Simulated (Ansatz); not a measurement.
# MoS2 with Sc replacing Mo: field gradients at two levels of theory

Cell: a supercell of MoS2 (space group P6_3/mmc) built from a structure deposited in the COD, with the ions relaxed around the defect (PBE).

Space group P3m1 (No. 156); a = 6.3380, c = 12.3240 Å, γ = 120.00°.

```csv
site,Wyckoff,site symmetry,x,y,z
Sc,1a,3m.,0.0000,0.0000,0.2502
Mo2,3d,.m.,0.0061,0.5031,0.2500
Mo5,3d,.m.,0.1667,0.8333,0.7507
Mo8,1c,3m.,0.6667,0.3333,0.7508
S9,1a,3m.,0.0000,0.0000,0.6241
S10,3d,.m.,0.0001,0.5001,0.6241
S13,3d,.m.,0.1711,0.8289,0.1202
S16,1c,3m.,0.6667,0.3333,0.1257
S17,1a,3m.,0.0000,0.0000,0.8774
S18,3d,.m.,0.0002,0.5001,0.8775
S21,3d,.m.,0.1712,0.8288,0.3800
S24,1c,3m.,0.6667,0.3333,0.3743
```

One atom of each set is listed.

First run. Method: Kohn–Sham DFT in Ansatz, PBE, plane waves and PAW, scalar-relativistic, collinear spin, 420 eV cutoff, Γ-centred 4×4×2 k-points, Fermi–Dirac smearing 0.01 eV. Start moments as typed (μB): 1 on each Sc, none on the rest.

| site | V_zz (10²¹ V/m²) | η | m (μB) |
| --- | --- | --- | --- |
| Sc | -3.76 | 0.00 | 0.00 |
| Mo2 | -8.63 | 0.20 | 0.00 |
| Mo5 | -7.51 | 0.01 | 0.00 |
| Mo8 | -7.16 | 0.00 | 0.00 |
| S9 | -5.28 | 0.00 | 0.00 |
| S10 | -4.96 | 0.00 | 0.00 |
| S13 | -6.26 | 0.42 | 0.00 |
| S16 | -6.14 | 0.00 | 0.00 |
| S17 | -5.26 | 0.00 | 0.00 |
| S18 | -4.93 | 0.00 | 0.00 |
| S21 | -6.33 | 0.42 | 0.00 |
| S24 | -6.17 | 0.00 | 0.00 |

Second run. The same atoms and settings, except that the functional is r2SCAN and the cutoff is 500 eV.

Problem. What does the second run give?

Solution. 

```csv
site,V_zz,η,change of V_zz,m (μB)
Sc,-3.82,0.00,-0.06,0.11
Mo2,-8.19,0.03,+0.44,0.34
Mo5,-7.55,0.00,-0.04,0.00
Mo8,-7.24,0.00,-0.08,-0.01
S9,-5.37,0.00,-0.09,0.00
S10,-5.06,0.00,-0.10,0.00
S13,-7.02,0.41,-0.76,0.04
S16,-6.25,0.00,-0.11,0.00
S17,-5.36,0.00,-0.10,0.00
S18,-5.03,0.00,-0.10,0.00
S21,-7.08,0.41,-0.75,0.04
S24,-6.28,0.00,-0.11,0.00
```

The largest change of V_zz is on S13, from -6.26 to -7.02. The whole tensor moves most on Mo2, by 1.21 along its most changed direction. In per cent, |V_zz| changes by +2 on Sc, -5 to +1 on Mo, +2 to +12 on S (all sites that start above 2). On Mo2 V_xx and V_yy change places (or their axes turn by over 50°), so the two values of η hide a larger change. The absolute magnetisation of the cell goes from 0.0 to 2.3 μB.

The defect repeats with the cell of 24 atoms, so it feels its images: sites between two images don't show the values beside a lone defect, and zeros or small values of η there can come from the images' arrangement. Mo and S carry a gradient in the pure host already, so the values there aren't the defect's effect alone. The defect cell has no gap above 0.1 eV on its mesh, so the values can hang on the smearing and the k-mesh. Without spin–orbit coupling (the program notes it for Mo) the gradients can shift by some per cent, and by up to a factor of two as the program warns, since there is no gap.
For the first run: The centre was started off its lattice site, so that it could distort. The start moments die out, and the run ends without spin.
For the second run: The program didn't check the stability of this electronic state in full, so a lower one may lie near. The run lost most of its start moments on Sc; a state with other moments may lie lower.
